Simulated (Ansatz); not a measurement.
Relaxing a structure of GeRh3

The start is a relaxed GeRh3 cell shaken by Gaussian noise of σ = 0.08 Å a coordinate. The structure is fully relaxed (lattice and positions, P = 0) with r2SCAN (plane waves to 500 eV, PAW, scalar-relativistic; Ansatz, an electronic-structure program). The first steps use a coarse 5×4×5 k-mesh.

Starting cell:
```
CELL_PARAMETERS angstrom
      4.41703     0.00000     0.00000
      0.00000     5.46164     0.00000
      0.00000     0.00000     4.58638
ATOMIC_POSITIONS crystal
  Ge 0.00818 0.02289 0.30496
  Ge 0.52064 0.51471 0.69184
  Rh 0.48497 0.99974 0.67765
  Rh 0.01422 0.49674 0.29654
  Rh 0.02996 0.25111 0.81246
  Rh 0.51507 0.73647 0.18123
  Rh 0.51809 0.23434 0.17186
  Rh 0.01117 0.73217 0.79221
```

**Question.** Which atoms feel the largest initial force, and how large is it?

**Answer.** About 1.6 eV/Å, on Rh3 (atoms numbered as listed).

**Question.** How do the shortest distances between atoms change?

**Answer.** The closest pairs of elements (up to four, under 3.6 Å), start → end: Ge–Rh 2.51 → 2.43 Å; Rh–Rh 2.51 → 2.67 Å.

**Question.** Is the relaxed structure metallic? Give its gap.

**Answer.** No gap (metallic).

**Question.** Give the final cell and atomic positions.

**Answer.** 
Space group Cmcm (No. 63); a = 7.045 Å, b = 5.718 Å, c = 5.509 Å, α = β = γ = 90.00°

```csv
atom,site,symmetry,x,y,z
Ge,4c,m2m,0.0000,0.2278,0.7500
Rh,4c,m2m,0.0000,0.1967,0.2500
Rh,8e,2..,0.2892,0.0000,0.0000
```
(The calculation used a cell of 8 atoms; values per cell refer to that cell.)

Final values are on a 11×11×9 k-mesh of the relaxed cell. No spin polarisation in the result.

The relaxed structure here is a generated cell of GeRh3: the first start was made by placing the elements on the sites of a structure type, and the end was not matched to a known phase here, so it may be hypothetical.
